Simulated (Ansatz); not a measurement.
## Si₃N₄: from a starting cell to a relaxed one

The start is a generated cell, Si3N4 placed in the AFLOW prototype A4B3_cI14_229_c_b (as in Pt3O4). The structure is fully relaxed (lattice and positions, P = 0) with PBEsol (plane waves to 420 eV, PAW, scalar-relativistic; Ansatz, a quantum-chemistry and plane-wave program). The first steps use a coarse 7×7×7 k-mesh.

The start:
```
CELL_PARAMETERS angstrom
     -2.48494     2.48494     2.48494
      2.48494    -2.48494     2.48494
      2.48494     2.48494    -2.48494
ATOMIC_POSITIONS crystal
  N  0.50000 0.50000 0.50000
  N  0.50000 0.00000 0.00000
  N  0.00000 0.50000 0.00000
  N  0.00000 0.00000 0.50000
  Si 0.00000 0.50000 0.50000
  Si 0.50000 0.50000 0.00000
  Si 0.50000 0.00000 0.50000
```

```yaml
outcome: The space group stays Im-3m (No. 229) (the run could not lower it); the end is AFLOW prototype A4B3_cI14_229_c_b (as in Pt3O4), with 7 atoms in the primitive cell
energy_released: under 0.01 eV/atom
volume_change: -1.1 %, from 8.77 to 8.67 Å³/atom
Shortest distances (start → end): "The closest pairs of elements (up to four, under 3.6 Å), start → end: N–Si 2.15 → 2.14 Å; N–N 2.48 → 2.48 Å; Si–Si 2.48 → 2.48 Å"
band_gap_at_the_end: zero (metallic)
optimiser_moves: 5
```

Final values are on a 13×13×13 k-mesh of the relaxed cell. No spin polarisation in the result.

The run could not lose the symmetry of its start: the end is stationary, and may be a saddle point rather than a minimum.

All atoms sit on sites fixed by symmetry, so only the cell could relax.

The relaxed structure here is a generated cell of Si3N4: the first start was made by placing the elements on the sites of a structure type, and the end was not matched to a known phase here, so it may be hypothetical. Known forms of Si3N4 include space group No. 176.
